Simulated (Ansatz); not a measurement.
**SiRu: from a starting cell to a relaxed one**

The relaxed structure here is a generated cell of SiRu: the first start was made by a random draw of sites in a space group, and the end was not matched to a known phase here, so it may be hypothetical.

The start is a randomly generated symmetric cell of SiRu (space group No. 123). A full variable-cell relaxation at zero pressure is run with PBEsol (plane waves to 420 eV, PAW, scalar-relativistic; Ansatz, a program for electronic structure). First-step values are on the input's coarse k-mesh.

Ansatz input (later rounds restart from its end on a renewed k-mesh):
Ansatz 0.2 input:
```yaml
crystal:
  lattice:
    - [3.1955304, 0, 0]
    - [0, 3.1955304, 0]
    - [0, 0, 3.2780716]
  atoms:
    - { symbol: Ru, position: [0, 0, 0.5] }
    - { symbol: Si, position: [0.5, 0.5, 0.5] }
basis: { ecutwfc: 420, ecutrho_ratio: 4, xc_grid: 2, fft_grid_basis: typed }
kpoints: { mp_grid: { grid: [7, 7, 7] } }
hamiltonian:
  xc: pbesol
  dispersion: none
  pseudopotentials: { kind: paw }
scf: { occupations: { method: fermi_dirac, width: 0.05 } }
relax: { f_tol: 0.01, max_steps: 100, cell: { stress_tol: 0.02 } }
output: { forces: true, stress: true }
```

Q: What pressure does the first self-consistent step give?

A: +5 GPa (positive: the cell is compressed).

Q: How much energy is released per atom?

A: 0.10 eV/atom.

Q: How does the volume change?

A: -7.0 %, from 16.74 to 15.56 Å³/atom.

Q: What band gap does the relaxed structure have at this level?

A: Zero (metallic).

Q: Give the final cell and atomic positions.

A: 
```cif
data_RuSi
_chemical_formula_sum 'Ru1 Si1'
_space_group_name_H-M_alt 'P4/mmm'
_space_group_IT_number 123
_space_group_name_Hall '-P 4 2'
_cell_length_a 3.28534
_cell_length_b 3.28534
_cell_length_c 2.88293
_cell_angle_alpha 90.000
_cell_angle_beta 90.000
_cell_angle_gamma 90.000
loop_
_atom_site_label
_atom_site_type_symbol
_atom_site_symmetry_multiplicity
_atom_site_Wyckoff_symbol
_atom_site_fract_x
_atom_site_fract_y
_atom_site_fract_z
_atom_site_occupancy
Ru1 Ru 1 b 0.00000 0.00000 0.50000 1
Si1 Si 1 d 0.50000 0.50000 0.50000 1
```

The space group stays P4/mmm (No. 123) (the run could not lower it), with 2 atoms in the primitive cell. Final values are on a 14×14×16 k-mesh of the relaxed cell. No spin polarisation in the result. A magnetic state may lie lower.

The run could not lower the symmetry of its start; a shaken copy of this end point relaxes with PBEsol to P-6m2 (No. 187), 0.99 eV/atom lower.
